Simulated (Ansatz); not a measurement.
# Mn (diamond): energy against volume

All numbers below come from DFT, BLYP, plane waves (420 eV) with PAW, scalar-relativistic in Ansatz. (PAW data from PBE, frozen cores regenerated.)

The cell is scaled uniformly from the relaxed one, with fractional coordinates and shape fixed. Energies are extrapolated to zero smearing, pressures are those at the given smearing. Magnetic state: antiferromagnetic.

A Birch-Murnaghan fit gives V₀ = 17.60 Å³/atom, B₀ = 51 GPa, B₀′ = 5.9.

What are the energy above the minimum and the pressure at 15.486 Å³/atom?

53.5 meV/atom and 9.40 GPa as computed.

What are the energy above the minimum and the pressure at 16.894 Å³/atom?

4.9 meV/atom and 2.31 GPa as computed.

What are the energy above the minimum and the pressure at 19.006 Å³/atom?

14.9 meV/atom and -3.09 GPa as computed.
